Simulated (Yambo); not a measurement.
Yambo run on MgI2 (CdI2 type, space group P-3m1, No. 164). The wavefunctions are PBEsol (Quantum ESPRESSO, PseudoDojo norm-conserving, 84 Ry, with spin-orbit coupling) ones on a 3×3×2 mesh (24 occupied bands); a = 4.126 Å, b = 4.126 Å, c = 6.827 Å, α = 90.00°, β = 90.00°, γ = 120.00°.

Yambo input:

```
rim_cut
gw0
dyson
el_el_corr
HF_and_locXC
ppa
em1d
RandQpts= 1000000
RandGvec= 1 Ry
EXXRLvcs= 84 Ry
VXCRLvcs= 336 Ry
Chimod= "HARTREE"
% BndsRnXp
 9 | 298 |
%
NGsBlkXp= 7 Ry
% LongDrXp
 1.0 | 1.0 | 1.0 |
%
PPAPntXp= 27.2114 eV
% GbndRnge
 1 | 188 |
%
GTermKind= "none"
DysSolver= "n"
ExtendOut
% QPkrange
 1 | 1 | 24 | 25 |
%
```

k points by index: 1 = Γ.

Table of the .qp output:

```
#    K-point    Band    Eo [eV]    E [eV]    E-Eo [eV]    Vxc [eV]    Vnlxc [eV]    Sc|Eo [eV]    Sc|E [eV]    dSc/dw|Eo [eV]    Re(Z)    Im(Z)
#
    1    24    0.000000    -0.841292    -0.841292    -11.53893    -14.11357    1.530572    1.733356    -6.558197    0.805793    -0.001432
    1    25    3.273615    4.048992    0.775377    -8.961173    -4.712461    -3.310534    -3.473336    -5.712444    0.826493    -0.001370
```
(The two width columns are left out.) Convergence of these settings isn't established.

Geometry relaxed with PBE+D3(BJ).
